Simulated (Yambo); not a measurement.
```xyz
3
Lattice="0.0000 3.3995 3.3995 3.3995 0.0000 3.3995 3.3995 3.3995 0.0000" Properties=species:S:1:pos:R:3 pbc="T T T"
Cl     5.0992     5.0992     5.0992
Cl     1.6997     1.6997     1.6997
Sr     0.0000     0.0000     0.0000
```

Cell and atoms were relaxed with LDA from Materials Project entry mp-23209, within its symmetry.

Where are the main features of Im ε from RPA with local fields on LDA bands shifted by a G0W0 scissor of 2.89 eV (Yambo; 8×8×8 mesh, 61 bands, 4 Ry local-field block, 0.2 eV broadening; field along x)?

Peaks at 10.5 eV (5.4), 13.0 eV (3.1), 16.1 eV (1.6), heights in brackets. Peak heights and small wiggles depend on the k mesh. Convergence of the RPA response with its 8×8×8 mesh was not tested. The scissor comes from a G0W0 run whose convergence isn't established. No excitonic effects at this level.
